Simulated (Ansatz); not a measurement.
According to r²SCAN in the plane-wave PAW code Ansatz, ZnO in the cubic phase (Pm-3n; Zn on 6c, O on 6d) relaxes to a = 5.580 Å. Against the elements it lies at -1.51 eV/atom, with no fitted shifts.

The Kohn–Sham gap is 1.38 eV (direct). The valence maximum lies at Γ and the conduction minimum at Γ. HSE06 on the same cell gives 2.70 eV. Electrons at the band edge weigh 0.25 mₑ (isotropic).

An equation-of-state fit gives a bulk modulus of 120 GPa. The relaxed-ion elastic constants in GPa are C11 = 188, C12 = 86.3, C44 = 17.1. The elastic constants imply a Debye temperature near 332 K. Bader charges are Zn +1.29, O -1.29 e.

The start of the workflow was typed in or built on a structure type; neither database checked (COD, Materials Project) lists it. It is not the phase usual at ambient conditions (space group No. 186). The r²SCAN relaxation kept the symmetry of its start; its stability against distortions is not shown here. The references are the lowest solids computed at this level, not always the standard phases (solids in place of the gases).

Potentials: the later of the program's two PAW sets.
